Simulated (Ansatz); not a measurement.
**LiVO₃ — 17O NMR of the central transition**

Cell: a Materials Project structure (computed, not necessarily an observed phase), taken as it stands.

```cif
data_LiVO3
_symmetry_space_group_name_H-M 'Cc'
_symmetry_Int_Tables_number 9
_cell_length_a 11.1825
_cell_length_b 9.8899
_cell_length_c 5.6887
_cell_angle_alpha 90.000
_cell_angle_beta 120.031
_cell_angle_gamma 90.000
loop_
_atom_site_label
_atom_site_type_symbol
_atom_site_symmetry_multiplicity
_atom_site_Wyckoff_symbol
_atom_site_fract_x
_atom_site_fract_y
_atom_site_fract_z
Li1 Li 4 a 0.4912 0.8175 0.2411
Li3 Li 4 a 0.4903 0.1852 0.2403
V5 V 4 a 0.7838 0.0940 0.2827
V6 V 4 a 0.1975 0.9062 0.7045
O9 O 4 a 0.6141 0.7412 0.1115
O10 O 4 a 0.3671 0.7416 0.3675
O12 O 4 a 0.3679 0.8839 0.8694
O13 O 4 a 0.1464 0.9928 0.9123
O16 O 4 a 0.6134 0.8839 0.6138
O17 O 4 a 0.8352 0.9986 0.5818
```

One atom of each set is listed; the run and its k-mesh use a cell of 20 atoms with edges of 7.46, 7.46, 5.69 Å.

Method: Kohn–Sham DFT in Ansatz, PBE, plane waves and PAW, scalar-relativistic, 420 eV cutoff, Γ-centred 4×4×5 k-points, Fermi–Dirac smearing 0.02 eV.

17O has I = 5/2 and Q = -25.58 mb (Pyykkö 2018); at 35.2 T its Larmor frequency is ν₀ = 203.3 MHz. Only the quadrupole interaction is simulated: positions count from each site's isotropic chemical shift, and J coupling is left out, as are shift anisotropy and dipolar coupling, which fast spinning averages.

Task: Give C_Q, η, the quadrupolar product P_Q = |C_Q|(1 + η²/3)^½, the second-order isotropic shift and the breadth of the pattern (fast magic-angle spinning) for each O site.

Result: 

```json
{"site": "O9", "first shell": "1 V at 1.67 Å, 2 Li at 2.00 Å", "C_Q (MHz)": "1.55", "η": "0.06", "P_Q (MHz)": "1.55", "δ_QIS (ppm)": "-0.348", "breadth (kHz)": "0.155"}
{"site": "O10", "first shell": "1 V at 1.67 Å, 2 Li at 2.00 Å", "C_Q (MHz)": "1.55", "η": "0.06", "P_Q (MHz)": "1.55", "δ_QIS (ppm)": "-0.349", "breadth (kHz)": "0.155"}
{"site": "O12", "first shell": "1 V at 1.66 Å, 2 Li at 1.97 Å", "C_Q (MHz)": "1.62", "η": "0.18", "P_Q (MHz)": "1.63", "δ_QIS (ppm)": "-0.386", "breadth (kHz)": "0.177"}
{"site": "O13", "first shell": "2 V at 1.77 Å, angle 147°", "C_Q (MHz)": "-2.40", "η": "0.41", "P_Q (MHz)": "2.47", "δ_QIS (ppm)": "-0.884", "breadth (kHz)": "0.416"}
{"site": "O16", "first shell": "1 V at 1.66 Å, 2 Li at 1.97 Å", "C_Q (MHz)": "1.63", "η": "0.18", "P_Q (MHz)": "1.63", "δ_QIS (ppm)": "-0.388", "breadth (kHz)": "0.178"}
{"site": "O17", "first shell": "2 V at 1.77 Å, angle 147°", "C_Q (MHz)": "-2.40", "η": "0.39", "P_Q (MHz)": "2.46", "δ_QIS (ppm)": "-0.880", "breadth (kHz)": "0.414"}
```

δ_QIS = −(ν_Q²/30ν₀²)[I(I+1) − 3/4](1 + η²/3) × 10⁶ ppm with ν_Q = 3|C_Q|/[2I(2I−1)]; it falls as 1/B₀² in ppm, and the breadth as 1/B₀ in kHz.

At O9 and O10 V_zz stands upright on the plane through its three neighbours (within 7°) in each case. At O13 and O17 V_zz runs parallel to the line that joins its two neighbours (within 8°) in each case.
